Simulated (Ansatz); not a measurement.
InSe in space group P6_3/mmc (No. 194; In on 4f, Se on 4f), DFT-PBE+D3(BJ) in the program Ansatz with PAW potentials. The conduction-band minimum lies at Γ, with 1 equivalent valley. Second derivatives d²E/dk² of the lowest band at one valley (eV·Å²), along Cartesian directions:

```tsv
direction	d²E/dk²
[100]	67.16
[010]	67.16
[001]	185.9
[110]	67.16
[101]	126.8
[011]	126.8
```

**Question.** Find the principal effective masses, the density-of-states mass and the conductivity mass.

**Answer.** Off-diagonal terms follow from H_xy = H[110] − (H_xx + H_yy)/2, and m*/mₑ = 7.620 eV·Å² over each eigenvalue: 0.041, 0.11, 0.11. One valley's DOS mass (m₁m₂m₃)^(1/3) = 0.081, conductivity mass 3/(Σ 1/mᵢ) = 0.071 mₑ.

**Question.** What effective density of states Nc follows at 300 K for parabolic valleys?

**Answer.** Nc = 2.509e19 × 1 × (0.081)^(3/2) ≈ 5.8e17 cm⁻³.

The PBE+D3(BJ) relaxation kept the symmetry of its start. Scalar-relativistic: spin–orbit coupling is off unless named, which matters more the heavier the elements.

Potentials: the later of the program's two PAW sets.

Edges and masses are those of Kohn–Sham bands, whose gap is no quasiparticle gap.
